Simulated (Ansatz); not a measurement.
**Relaxing a structure of Ta**

The start is a relaxed Ta cell, doubled along one cell vector, shaken by Gaussian noise of σ = 0.08 Å a coordinate. A full variable-cell relaxation at zero pressure is run with PBE (plane waves to 420 eV, PAW, scalar-relativistic; Ansatz, a first-principles code). First-step values are on the input's coarse k-mesh.

Ansatz input (later rounds restart from its end on a renewed k-mesh):
Ansatz 0.2 input:
```yaml
crystal:
  lattice:
    - [1.3666448654, -2.7489024057, 0]
    - [1.3666448654, 2.7489024057, 0]
    - [0, 0, 9.9432955912]
  atoms:
    - { symbol: Ta, position: [0.8630323392, 0.0987536841, 0.1169005948] }
    - { symbol: Ta, position: [0.8817138003, 0.1328760862, 0.6246435229] }
    - { symbol: Ta, position: [0.1723061033, 0.8642864812, 0.3747515694] }
    - { symbol: Ta, position: [0.1626061489, 0.884592318, 0.884081483] }
basis: { ecutwfc: 420, ecutrho_ratio: 4, xc_grid: 2, fft_grid_basis: typed }
kpoints: { mp_grid: { grid: [13, 13, 4] } }
hamiltonian:
  xc: pbe
  dispersion: none
  pseudopotentials: { azcp: { folder: ./paw }, kind: paw }
scf: { occupations: { method: fermi_dirac, width: 0.05 } }
relax: { f_tol: 0.01, max_steps: 100, cell: { stress_tol: 0.02 } }
output: { forces: true, stress: true }
```

- Largest initial force = 1.51 eV/Å, on Ta4 (atoms numbered as listed)
- Energy released = 0.23 eV/atom
- Volume change = -2.1 %, from 18.68 to 18.29 Å³/atom
- Relative to the parent = It does not go back: it reaches Im-3m (No. 229), bcc (W type), 0.21 eV/atom below the parent
- Shortest distances (start → end) = The closest pairs of elements (up to four, under 3.6 Å), start → end: Ta–Ta 2.71 → 2.87 Å
- Band gap at the end = no gap (metallic)
- Optimiser moves = 12

Final structure:

Space group Im-3m (No. 229); a = b = c = 3.320 Å, α = β = γ = 90.00°

```json
[
 {"atom": "Ta", "site": "2a", "symmetry": "m-3m", "x": "0.0000", "y": "0.0000", "z": "0.0000"}
]
```
(The calculation used a cell of 1 atom; values per cell refer to that cell.)

Final values are on a 20×20×20 k-mesh of the relaxed cell. No spin polarisation in the result.

Of the parent cell (Cmcm (No. 63)): it is a generated cell of Ta: the first start was made by placing the elements on the sites of a structure type, and the end was not matched to a known phase here, so it may be hypothetical. Known forms of Ta include space group No. 229.
